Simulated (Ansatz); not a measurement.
Ca₃BiP:
```yaml
crystal:
  lattice:
    - [5.40648, 0.00000, 0.00000]
    - [0.00000, 5.40648, 0.00000]
    - [0.00000, 0.00000, 5.40648]
  atoms:
    - { symbol: Ca, position: [0.00000, 0.50000, 0.50000] }
    - { symbol: Ca, position: [0.50000, 0.00000, 0.50000] }
    - { symbol: Ca, position: [0.50000, 0.50000, 0.00000] }
    - { symbol: Bi, position: [0.00000, 0.00000, 0.00000] }
    - { symbol: P, position: [0.50000, 0.50000, 0.50000] }
```

Relaxed with r²SCAN. Special points in fractions of this cell's reciprocal vectors: Γ (0.000, 0.000, 0.000); X (0.000, 0.500, 0.000); M (0.500, 0.500, 0.000); R (0.500, 0.500, 0.500).

Q: List the band energies nearest the valence-band maximum at these points for plane-wave PAW r²SCAN with spin–orbit coupling (Ansatz code).

A: In eV from the valence-band maximum; about four levels below and three above (degenerate sets whole), none deeper than 8.9 eV; points with the same levels are listed once.

| k | below | above |
|---|---|---|
| Γ | 0.00 0.00 0.00 0.00 | 0.25 0.25 0.53 0.53 0.53 0.53 |
| X | -1.73 -1.73 -1.04 -1.04 | 1.15 1.15 1.38 1.38 |
| M | -1.52 -1.52 -1.14 -1.14 | 1.60 1.60 1.61 1.61 |
| R | -1.87 -1.87 -1.87 -1.87 | 1.88 1.88 1.88 1.88 |

Space group Pm-3m (anti-perovskite). The first step of the workflow began from a Materials Project structure, measured or hypothetical; the Crystallography Open Database copy checked does not list it. Its standing as an ambient phase is unchecked. The cell was relaxed with r²SCAN under the symmetry of its start; whether a distortion lowers the energy is not shown.

Potentials: the later of the program's two PAW sets.
